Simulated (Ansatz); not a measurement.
**Orbital-resolved density of states of Tl**

```xyz
2
Lattice="3.4973 0.0000 0.0000 -1.7487 3.0288 0.0000 0.0000 0.0000 5.6466" Properties=species:S:1:pos:R:3 pbc="T T T"
Tl    0.0000    2.0192    1.4116
Tl    1.7487    1.0096    4.2349
```

Atoms are numbered in the order listed.

The cell is the one relaxed in the Materials Project (mp-82), not relaxed further here; entries there can be hypothetical.

Spin–orbit coupling is left out, though it moves levels of the heavy atoms by tenths of an eV or more.

These are results of DFT, PBE, all-electron LAPW, scalar-relativistic (Ansatz 0.2.0), not measurements.

The runs use a Γ-centred 11×11×6 k mesh, Fermi–Dirac smearing of 0.05 eV, basis error target 0.25 meV/atom, no spin polarisation.

States per eV for one atom of each kind, in 0.4 eV bins named by their centres, from the Fermi level, projected on a minimal set of Löwdin-orthogonalised atomic shells; orbitals are real harmonics on the Cartesian axes, equal curves share a column, and empty bins are left out, as is all above 6.3 eV, near the top of the computed bands.

Tl1 5d:

```
# E all dz2 dxz=dyz dx2-y2=dxy
-11.9 0.89 0.20 0.13 0.22
-11.5 13.79 2.70 2.86 2.69
-11.1 10.13 2.05 1.98 2.06
-7.5 0.01 0.00 0.00 0.00
-7.1 0.01 0.00 0.00 0.00
-6.7 0.01 0.00 0.00 0.00
-6.3 0.01 0.00 0.00 0.00
-5.9 0.01 0.00 0.00 0.00
-5.5 0.01 0.00 0.00 0.00
-5.1 0.01 0.00 0.00 0.00
-4.7 0.01 0.00 0.00 0.00
-4.3 0.01 0.00 0.00 0.00
-1.1 0.01 0.00 0.00 0.00
-0.7 0.01 0.00 0.00 0.00
-0.3 0.01 0.00 0.00 0.00
0.5 0.01 0.00 0.00 0.00
0.9 0.01 0.00 0.00 0.00
1.7 0.01 0.00 0.00 0.00
```

Tl1 6p:

```
# E all pz px=py
-11.5 0.09 0.03 0.03
-11.1 0.04 0.01 0.01
-9.5 0.02 0.01 0.01
-9.1 0.05 0.02 0.02
-8.7 0.07 0.02 0.02
-8.3 0.09 0.03 0.03
-7.9 0.10 0.03 0.03
-7.5 0.11 0.04 0.04
-7.1 0.12 0.04 0.04
-6.7 0.12 0.04 0.04
-6.3 0.13 0.04 0.04
-5.9 0.13 0.04 0.04
-5.5 0.13 0.04 0.04
-5.1 0.10 0.04 0.03
-4.7 0.08 0.03 0.02
-4.3 0.11 0.03 0.04
-3.9 0.03 0.01 0.01
-2.3 0.02 0.02 0.00
-1.9 0.14 0.05 0.04
-1.5 0.29 0.10 0.10
-1.1 0.52 0.14 0.19
-0.7 0.57 0.18 0.20
-0.3 0.44 0.17 0.14
0.1 0.30 0.10 0.10
0.5 0.42 0.14 0.14
0.9 0.41 0.13 0.14
1.3 0.37 0.12 0.12
1.7 0.50 0.21 0.15
2.1 0.39 0.13 0.13
2.5 0.45 0.13 0.16
2.9 0.46 0.14 0.16
3.3 0.47 0.12 0.17
3.7 0.51 0.13 0.19
4.1 0.56 0.17 0.20
4.5 0.62 0.20 0.21
4.9 0.60 0.21 0.19
5.3 0.51 0.18 0.17
5.7 0.56 0.21 0.17
6.1 0.64 0.25 0.19
```

Tl1 6s:

```
# E all
-11.9 0.01
-11.5 0.05
-11.1 0.01
-9.5 0.04
-9.1 0.07
-8.7 0.09
-8.3 0.10
-7.9 0.12
-7.5 0.14
-7.1 0.16
-6.7 0.18
-6.3 0.22
-5.9 0.29
-5.5 0.36
-5.1 0.37
-4.7 0.38
-4.3 0.67
-3.9 0.30
-1.9 0.01
-1.5 0.03
-1.1 0.07
-0.7 0.09
-0.3 0.09
0.1 0.09
0.5 0.10
0.9 0.10
1.3 0.07
1.7 0.08
2.1 0.07
2.5 0.07
2.9 0.07
3.3 0.06
3.7 0.06
4.1 0.05
4.5 0.05
4.9 0.04
5.3 0.04
5.7 0.03
6.1 0.03
```
